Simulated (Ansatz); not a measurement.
# Notes on ZnAg

```yaml
crystal:
  lattice:
    - [3.12338, 0.00000, 0.00000]
    - [0.00000, 3.12338, 0.00000]
    - [0.00000, 0.00000, 3.12338]
  atoms:
    - { symbol: Zn, position: [0.50000, 0.50000, 0.50000] }
    - { symbol: Ag, position: [0.00000, 0.00000, 0.00000] }
```

The numbers come from plane-wave PAW DFT (Ansatz): r2SCAN, no spin polarisation, 500 eV, 11×11×11 Γ-centred k points, fermi-dirac occupations (width 0.1 eV). Nothing was relaxed.

**Forces.** The forces vanish by the symmetry of the sites.
**Formation energy.** -0.03 eV an atom against the elements' usual phases (free molecules for gases, crystals otherwise, with no correction for O₂ or N₂), too near zero to call. Relaxing would lower it.
**Stress.** The pressure is 1.8 GPa (compression positive), so with the atoms held at these fractions the cell would first expand.
**Electronic structure.** It is a metal, with about 0.49 states/eV a cell as the mean within 0.25 eV of the Fermi level.

Origin: a database entry at a rescaled volume.
